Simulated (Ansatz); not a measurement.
Consider the following.

Starting cell, KTaO₃ (cubic perovskite):

```
CELL_PARAMETERS angstrom
      4.02318     0.00000     0.00000
      0.00000     4.02318     0.00000
      0.00000     0.00000     4.02318
ATOMIC_POSITIONS crystal
  K  0.00000 0.00000 0.00000
  Ta 0.50000 0.50000 0.50000
  O  0.00000 0.50000 0.50000
  O  0.50000 0.50000 0.00000
  O  0.50000 0.00000 0.50000
```

Scan: atom 2 (Ta, nearest neighbour O at 2.012 Å; its periodic images, 4.0 Å or more away, move with it) is displaced along Cartesian [110], direction (0.707, 0.707, 0.000) in Cartesian axes, by s. The other atoms stay.

These are PBE (plane waves to 420 eV, PAW, scalar-relativistic; Ansatz, a program for electronic structure) values and carry that method's errors. k mesh 7×7×7 (Γ-centred), Fermi-Dirac smearing 0.05 eV. Energies are smeared free energies. Left out: 4 of 11 points, with atoms too close for the PAW data. KTaO3 is run without spin polarisation. KTaO3 was relaxed with its symmetry unable to fall. Spin-orbit coupling is left out, though Ta is heavy. The PAW data are Ansatz's earlier set. The zero of ΔE is the undisplaced structure.

The scan covers s from -0.360 to 0.360 Å in 7 points.

Problem. Is this a single well or a double well?

Solution. A single well with its minimum at or next to zero displacement.

Problem. Is the energy the same for equal positive and negative displacements?

Solution. Even: the same for both signs. With its periodic images moving along, the atom's site symmetry in this cell is m-3m.

Problem. What force acts on the atom along the line at s = -0.360 Å?

Solution. 5.46 eV/Å.

Problem. What is the energy change at s = 0.360 Å?

Solution. 580 meV/cell.

(A displaced cell: forces are minus the slopes of the energy, force constants its curvatures, and phonons follow from these.)
